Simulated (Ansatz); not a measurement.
Input file for Ansatz (a quantum-chemistry and plane-wave program):

Ansatz 0.2 input:
```yaml
crystal:
  lattice:
    - [2.9898342315, 1.7261815984, 3.9432396991]
    - [-2.9898342315, 1.7261815984, 3.9432396991]
    - [0.0, -3.4523631968, 3.9432396991]
  atoms:
    - { symbol: B, position: [0.1838996198, 0.7175140089, 0.1838996198] }
    - { symbol: B, position: [0.8161003802, 0.2824859911, 0.8161003802] }
    - { symbol: B, position: [0.1838996198, 0.1838996198, 0.7175140089] }
    - { symbol: B, position: [0.8161003802, 0.8161003802, 0.2824859911] }
    - { symbol: B, position: [0.7175140089, 0.1838996198, 0.1838996198] }
    - { symbol: B, position: [0.2824859911, 0.8161003802, 0.8161003802] }
    - { symbol: B, position: [0.0127715687, 0.3265643254, 0.0127715687] }
    - { symbol: B, position: [0.9872284313, 0.6734356746, 0.9872284313] }
    - { symbol: B, position: [0.0127715687, 0.0127715687, 0.3265643254] }
    - { symbol: B, position: [0.9872284313, 0.9872284313, 0.6734356746] }
    - { symbol: B, position: [0.3265643254, 0.0127715687, 0.0127715687] }
    - { symbol: B, position: [0.6734356746, 0.9872284313, 0.9872284313] }
    - { symbol: P, position: [0.4051459878, 0.4051459878, 0.4051459878] }
    - { symbol: P, position: [0.5948540122, 0.5948540122, 0.5948540122] }
kpoints:
  mp_grid: { grid: [6, 6, 6] }
hamiltonian:
  xc: r2scan
  pseudopotentials: { kind: paw }
scf:
  occupations: { method: fixed }
checkpoint: { read: static.run }
output: { bader: true, populations: true }
```

Output (shortened):

```
Pseudopotential: B, paw, valence charge 3
Pseudopotential: P, paw, valence charge 5
Functional definition: r2SCAN
Crystal: 14 atoms, lattice volume = 122.106 Å³
Basis set: ecut = 500 eV, 3093 PW (Γ), exchange–correlation on 160×160×160 points (64 copies of the dense FFT grid, shifted against one another)
Bands: 37, of which v1, the nominal top of the filled ones, is band 23 counted from 1 (22 counted from 0)
Symmetry: 12 space group operations
Space group: R-3m (ITA 166), of the structure as read, at distance tolerance 5.0e-5 Å
k-points: 32 of 216
Stability of the state it starts from, as read at its close in the unpolarized treatment …
iter 1 solved again at ethr=4.06e-7 eV; its pass at ethr=3.10e-3 eV (dr2=1.87e-4 eV) is discarded
SCF iter   1: F=—  HF=-3401.539725 eV  |F-HF|=—  |Δ(HF+E_count)|=         —  Δρ=7.47e-7  dr2=6.13e-10  dr2_τ=4.16e-11  ethr=4.06e-7  ⟨swp⟩=3.0  Hψ=7868  notcnv=0  defer=381
preconditioner: auto → Resta (q_TF=auto, 2.319 Å⁻¹)
SCF iter   2: F=—  HF=-3401.539725 eV  |F-HF|=—  |Δ(HF+E_count)|=   8.28e-8  Δρ=3.38e-7  dr2=1.20e-10  dr2_τ=5.08e-11  ethr=1.33e-12  ⟨swp⟩=13.2  Hψ=7533  notcnv=0
SCF iter   3: F=-3401.539725 eV  HF=-3401.539725 eV  |F-HF|=5.91e-12  |Δ(HF+E_count)|=  1.82e-11  Δρ=2.31e-7  dr2=5.18e-11  dr2_τ=4.84e-12  ethr=1.00e-12  ⟨swp⟩=1.0  Hψ=2275  notcnv=0
SCF 1 converged in 3 iterations: F = -3401.539725 eV  dr2 = 5.18e-11
SCF converged after 3 iterations
Free energy (F): -3401.539725 eV
Harris-Foulkes:  -3401.539725 eV  (|F-HF|=5.91e-12)
Internal energy: -3401.539725 eV  (E = F + TS)
E sigma→0 (E₀):  -3401.539725 eV
Fermi energy:    7.645646 eV
--- Per-component energies (eV) ---
  E_band       = 83.042521
  E_kinetic    = 741.729814
  E_local      = -534.063243  (includes V_loc(G=0)·N_el)
  E_nonlocal   = 199.571576
  E_hartree    = 164.342124
  E_xc         = -499.216011
  E_vxc        = -633.019965  (∫ρ·V_xc dr)
  E_paw        = -2112.507552  (= ΣΔE_a)
  E_vpaw       = -49.425086  (= ΣTr[D̂ρ^β])
  E_aug_tail   = -0.000017  (compensation charges beyond the density's cutoff)
  E_vtau       = 29.565274  (kinetic-family band-sum trace: ∫τ·v_τ [+ j·A + Jᵃ·Aᵃ] dr)
  E_ewald      = -1360.993426
  E_core_change = -0.402989  (= ΣΔE_core)
  E_smearing   =  0.000000  (= −TS)
  E_closure    = 0.000000  (closes the sum)
  Σ components = -3401.539725   (vs F -3401.539725, Δ=0.00e0)
  [band-id]    e_kinetic+e_local+e_nonlocal+2·e_hartree+e_vxc+e_vpaw+e_augmentation_tail+e_vtau = 83.042599   (vs E_band 83.042521, Δ=7.81e-5)
--- Band table (eV; the first three rows and the last of 32) ---
  k-point 0: bands = ["-8.0842", "-4.6770", "-3.1308", "-3.1308", "-2.8774", "-1.6165", "-0.2942", "-0.2942", "0.8343", "0.8343", "1.4928", "2.2674", "2.5228", "2.5228", "3.8313", "5.2543", "5.2543", "5.4149", "6.1479", "7.1835", "7.1835", "7.5793", "7.5793", …
  k-point 1: bands = ["-7.9672", "-5.0794", "-3.1360", "-3.0154", "-2.8185", "-1.9293", "-0.1657", "0.0530", "0.5225", "1.1972", "1.6037", "1.7516", "3.0494", "3.4221", "4.1813", "4.4668", "4.8293", "5.4528", "6.4717", "6.7403", "6.9978", "7.1674", "7.6015", …
  k-point 2: bands = ["-7.6523", "-5.8112", "-3.1412", "-3.0788", "-2.4489", "-2.3502", "-0.2004", "0.1329", "0.5266", "1.4164", "2.2159", "2.6644", "3.0864", "3.5402", "4.3304", "4.7969", "5.0809", "5.4491", "5.7828", "5.7833", "6.4317", "6.7479", "7.6004", …
  k-point 31: bands = ["-7.2883", "-5.4255", "-3.4354", "-3.4354", "-3.2976", "-3.1962", "-0.8094", "-0.8094", "1.9937", "1.9937", "2.3784", "3.4274", "4.2753", "4.2753", "4.6419", "4.6419", "5.2454", "5.9926", "6.4469", "6.4469", "6.8133", "6.8133", …
--- Löwdin populations: 14 sites ---
  site symbol       q [e]
     0      B      3.1559
     1      B      3.1559
     2      B      3.1559
     3      B      3.1559
     4      B      3.1559
     5      B      3.1559
     6      B      3.0408
     7      B      3.0408
     8      B      3.0408
     9      B      3.0408
    10      B      3.0408
    11      B      3.0408
    12      P      4.2357
    13      P      4.2357
  spilling = 0.007576 (of n_electrons = 46.000000)
--- Bader charges: 14 sites ---
  site symbol  charge [e]  shift [e]
     0      B      0.1336     0.0042
     1      B      0.1336     0.0042
     2      B      0.1336     0.0042
     3      B      0.1336     0.0042
     4      B      0.1336     0.0042
     5      B      0.1336     0.0042
     6      B      0.1312     0.0011
     7      B      0.1312     0.0011
     8      B      0.1312     0.0011
     9      B      0.1312     0.0011
    10      B      0.1312     0.0011
    11      B      0.1311     0.0011
    12      P     -0.7943     0.0094
    13      P     -0.7943     0.0094
  shift: an alarm, by how much a part of what the PAW files miss would move the charge. Where it is large, compare
  with a run on PAW files of another source; a small one proves nothing
  estimated error of the sums over rays = 5.7e-4 e
```

Cost: roughly 2.6 core-minutes on shared cores.

The first step of the workflow began from a Materials Project structure, measured or hypothetical; the Crystallography Open Database copy checked does not list it. Whether it is the stable phase at ambient conditions was not checked. The cell was relaxed with r²SCAN under the symmetry of its start; whether a distortion lowers the energy is not shown.

Potentials: the later of the program's two PAW sets.

Ansatz is a plane-wave DFT program.
